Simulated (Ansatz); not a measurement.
Relaxation of a generated trial cell of ZrGe in the FeB structure type; 8 atoms in the cell, which starts as Pnma (No. 62), oP8; a = 8.1057 Å, b = 4.3458 Å, c = 5.9785 Å, α = β = γ = 90.00°. The numbers are results of r2SCAN (plane waves to 500 eV, PAW, scalar-relativistic; Ansatz, a first-principles code), not measurements. Γ-centred k-mesh 3×5×4 on the run's cell (coarser than for final values), Fermi–Dirac smearing 0.05 eV. This is the first round of the run. 

The optimiser's lines from the output (shortened; P is positive under compression):

```
relax step   1: F+E_penalty+E_count = -33992.41222056 eV  Δ(F+E_penalty+E_count) = +0.000e0 eV  max|allowed force component| = 1.316e0 eV/Å  Δτ_max = 0.0000 Å  P = -20.348 GPa  Ω = 210.598 Å³  (8 SCF iters, dr2 threshold 1.00e-7 eV, accepted)
relax step   2: F+E_penalty+E_count = -33996.14373955 eV  Δ(F+E_penalty+E_count) = -3.732e0 eV  max|allowed force component| = 1.264e0 eV/Å  Δτ_max = 0.0873 Å  P = -16.679 GPa  Ω = 183.426 Å³  (7 SCF iters, dr2 threshold 8.00e-7 eV, accepted)
relax step   3: F+E_penalty+E_count = -33998.48234694 eV  Δ(F+E_penalty+E_count) = -2.339e0 eV  max|allowed force component| = 6.460e-1 eV/Å  Δτ_max = 0.1059 Å  P = -6.994 GPa  Ω = 159.535 Å³  (7 SCF iters, dr2 threshold 8.00e-7 eV, accepted)
relax step   4: F+E_penalty+E_count = -33998.60010624 eV  Δ(F+E_penalty+E_count) = -1.178e-1 eV  max|allowed force component| = 4.995e-1 eV/Å  Δτ_max = 0.1120 Å  P = +6.419 GPa  Ω = 144.419 Å³  (7 SCF iters, dr2 threshold 8.00e-7 eV, accepted)
relax step   5: F+E_penalty+E_count = -33998.79905847 eV  Δ(F+E_penalty+E_count) = -1.990e-1 eV  max|allowed force component| = 2.733e-1 eV/Å  Δτ_max = 0.0942 Å  P = +0.006 GPa  Ω = 150.673 Å³  (8 SCF iters, dr2 threshold 8.00e-7 eV, accepted)
relax step   6: F+E_penalty+E_count = -33998.83144564 eV  Δ(F+E_penalty+E_count) = -3.239e-2 eV  max|allowed force component| = 2.499e-2 eV/Å  Δτ_max = 0.0512 Å  P = +0.048 GPa  Ω = 150.352 Å³  (8 SCF iters, dr2 threshold 8.00e-7 eV, accepted)
relax step   7: F+E_penalty+E_count = -33998.83183346 eV  Δ(F+E_penalty+E_count) = -3.878e-4 eV  max|allowed force component| = 8.263e-3 eV/Å  Δτ_max = 0.0058 Å  P = -0.009 GPa  Ω = 150.405 Å³  (6 SCF iters, dr2 threshold 8.61e-8 eV, accepted)
relax step   8: F+E_penalty+E_count = -33998.83186639 eV  Δ(F+E_penalty+E_count) = -3.293e-5 eV  max|allowed force component| = 1.333e-3 eV/Å  Δτ_max = 0.0014 Å  P = -0.001 GPa  Ω = 150.403 Å³  (6 SCF iters, dr2 threshold 2.96e-9 eV, accepted)
relax step   9: F+E_penalty+E_count = -33998.81817087 eV  Δ(F+E_penalty+E_count) = +1.370e-2 eV  max|allowed force component| = 1.176e-3 eV/Å  Δτ_max = 0.0000 Å  P = -0.034 GPa  Ω = 150.403 Å³  stress off target by 4.10e-2 GPa  SCF on the basis re-selected at this cell (its energy is not comparable with the rows above)  (8 SCF iters)
relax step  10: F+E_penalty+E_count = -33998.81820139 eV  Δ(F+E_penalty+E_count) = -3.052e-5 eV  max|allowed force component| = 1.271e-3 eV/Å  Δτ_max = 0.0003 Å  P = +0.012 GPa  Ω = 150.349 Å³  (5 SCF iters, dr2 threshold 4.21e-9 eV, accepted)
relax step  11: F+E_penalty+E_count = -33998.81818303 eV  Δ(F+E_penalty+E_count) = +1.836e-5 eV  max|allowed force component| = 1.270e-3 eV/Å  Δτ_max = 0.0000 Å  P = +0.012 GPa  Ω = 150.349 Å³  stress off target by 1.45e-2 GPa  SCF on the basis re-selected at this cell (its energy is not comparable with the rows above)  (5 SCF iters)
```

From the first to the last row the energy changes by -0.80 eV/atom and the volume by -28.6 %. The last row is marked as not comparable with the walk above it, whose basis was carried along; it does compare with step 1, since both stand on a basis selected at the nominal cutoff for their own cell.

Later rounds, restarted from the end of this one on a renewed k-mesh, logged 9 more steps and released under 0.01 eV/atom more. The final structure after all rounds: Pnma (No. 62), oP8; a = 7.101 Å, b = 3.916 Å, c = 5.410 Å, α = 90.00°, β = 90.00°, γ = 90.00°. Between re-selections the logged energies stand on a plane-wave basis carried along with the cell. No spin polarisation in the result.

The run could not lose the symmetry of its start.

The first start was generated by placing the elements on the sites of a structure type. Materials Project lists a structure of ZrGe in the same space group, Pnma (No. 62); the sites were not compared with it, nor with measured phases.
